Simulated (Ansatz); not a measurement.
**Lattice vibrations of MnPt at Γ at 2 GPa**

These are results of DFT LDA, scalar-relativistic, plane waves, PAW in Ansatz 0.2.0, not measurements. Plane waves to 420 eV; Γ-centred k mesh 16×16×12; Gaussian smearing of 0.20 eV. Collinear spin, site moments 1.9, 0.1 μB. Phonons by linear response, acoustic sum rule imposed.

The cell, relaxed at 2 GPa:
```yaml
crystal:
  lattice:
    - [2.63075, 0.00000, 0.00000]
    - [0.00000, 2.63075, 0.00000]
    - [0.00000, 0.00000, 3.67443]
  atoms:
    - { symbol: Mn, position: [0.00000, 0.00000, 0.00000] }
    - { symbol: Pt, position: [0.50000, 0.50000, 0.50000] }
```

In a metal, frequencies and elastic constants depend on the k mesh and the smearing, soft modes and shear constants most. Spin–orbit coupling is left out, which matters for heavy elements.

Problem. Is this structure stable against zone-centre distortions?

Solution. Yes, at Γ: no optical mode is imaginary. Strains and other wave vectors aren't tested by this run.

Problem. List the optical modes at Γ (i marks imaginary ones).

Solution.
```json
{"frequency (meV)": "23.7", "degeneracy": "2"}
{"frequency (meV)": "31.3", "degeneracy": "1"}
```

Cost: 1 run of about 2.3 core-minutes, on Intel Xeon 6975P-C (Granite Rapids) (shared hosts).